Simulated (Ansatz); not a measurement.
AgI (wurtzite)

```yaml
crystal:
  lattice:
    - [4.68522, 0.00000, 0.00000]
    - [-2.34261, 4.05752, 0.00000]
    - [0.00000, 0.00000, 7.66214]
  atoms:
    - { symbol: Ag, position: [0.66667, 0.33333, 0.00005] }
    - { symbol: Ag, position: [0.33333, 0.66667, 0.50005] }
    - { symbol: I, position: [0.66667, 0.33333, 0.62515] }
    - { symbol: I, position: [0.33333, 0.66667, 0.12515] }
```

This relaxed cell (volume V₀) is scaled evenly in all directions, its shape held. The atoms relax within the cell's symmetry.

Computed with PBE (plane waves to 420 eV, PAW, scalar-relativistic; Ansatz, a program for electronic structure). k mesh 8×8×5 (Γ-centred), Fermi-Dirac smearing 0.05 eV. The energy includes the smearing's −TS. Stress and pressure are positive under compression. With the shape held, the modulus is that of even scaling; a crystal free to change shape is softer. AgI was relaxed with its symmetry unable to fall. Spin-orbit coupling is left out, though I is heavy. ΔE is measured from the relaxed starting cell.

```tsv
V (Å³/atom)	ΔE (meV/atom)
34.230	12.1
34.776	6.6
35.323	2.8
35.869	0.7
36.415	0.0
36.961	0.6
37.507	withheld
38.054	5.4
38.600	9.4
```

Fit a third-order Birch-Murnaghan form (E₀, V₀, B₀, B₀′ free) to the given rows and predict ΔE at V = 37.507.

Least squares on the 8 given rows: ΔE = E₀ + (9V₀B₀/16)·y²·[2 + (B₀′ − 4)y], y = (V₀/V)^(2/3) − 1, with V₀ = 36.421 Å³/atom, B₀ = 26.00 GPa (160.2 GPa = 1 eV/Å³; the term in eV is multiplied by 1000), B₀′ = 5.04, E₀ = -0.02 meV/atom; root-mean-square residual 0.02 meV/atom. At 37.507 the fit gives 2.5 meV/atom; the calculation gives 2.5 meV/atom, the same to the digits shown. For the pressure the fit gives -0.71 GPa against the computed -0.71 GPa.

(Under strain, the slope of the energy per volume gives the stress and its curvature an elastic modulus.)
